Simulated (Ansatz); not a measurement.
GaP (zinc blende)

```xyz
2
Lattice="0.0000 2.7532 2.7532 2.7532 0.0000 2.7532 2.7532 2.7532 0.0000" Properties=species:S:1:pos:R:3 pbc="T T T"
P      4.1298     4.1298     4.1298
Ga     0.0000     0.0000     0.0000
```

Equation-of-state scan: isotropic scaling of the cell above, V₀ being its volume. Symmetry pins the atoms to their sites.

Calculation: PBE (plane waves to 420 eV, PAW, scalar-relativistic; Ansatz, a program for electronic structure). k mesh 10×10×10 (Γ-centred), Fermi-Dirac smearing 0.05 eV. The energy includes the smearing's −TS. GaP was relaxed with its symmetry unable to fall. The PAW data are Ansatz's earlier set. ΔE is measured from the relaxed starting cell.

```csv
V (Å³/atom),ΔE (meV/atom)
19.618,20.2
19.868,12.7
20.119,7.0
20.369,3.0
20.620,0.7
20.870,0.0
21.121,0.7
21.371,2.7
21.621,6.0
21.872,10.5
22.122,16.1
```

Task: What bulk modulus B₀ follows from a third-order Birch-Murnaghan fit?

Result: 76.7 GPa.

Task: What is the fitted pressure derivative B₀′?

Result: 4.5.

(Under strain, the slope of the energy per volume gives the stress and its curvature an elastic modulus.)
